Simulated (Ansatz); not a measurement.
RbBr:
```cif
data_BrRb
_chemical_formula_sum 'Rb1 Br1'
_space_group_name_H-M_alt 'P 1'
_space_group_IT_number 1
_cell_length_a 4.96237
_cell_length_b 4.96237
_cell_length_c 4.96237
_cell_angle_alpha 60.000
_cell_angle_beta 60.000
_cell_angle_gamma 60.000
loop_
_space_group_symop_operation_xyz
  'x, y, z'
loop_
_atom_site_label
_atom_site_type_symbol
_atom_site_fract_x
_atom_site_fract_y
_atom_site_fract_z
_atom_site_occupancy
Rb1 Rb 0.00000 0.00000 0.00000 1
Br1 Br 0.50000 0.50000 0.50000 1
```

Relaxed with PBE.

Question: Give the optical modes at the zone centre with their infrared and Raman activity from DFPT, the program Ansatz at the PBE level (PAW).

Answer: Transverse frequencies, without the LO–TO term; a row sums one degenerate level.

```csv
ω (cm⁻¹),degeneracy,IR ((D/Å)²/amu),Raman (Å⁴/amu),activity,symmetry
76,3,2.27,0,IR,T1u
```

Question: How high does the top mode go among those that the LO–TO term moves?

Answer: 116 cm⁻¹ for q along x.

Space group Fm-3m (rock salt). The cell was relaxed with PBE under the symmetry of its start; phonons on a q-mesh show no instability.

Potentials: the later of the program's two PAW sets.
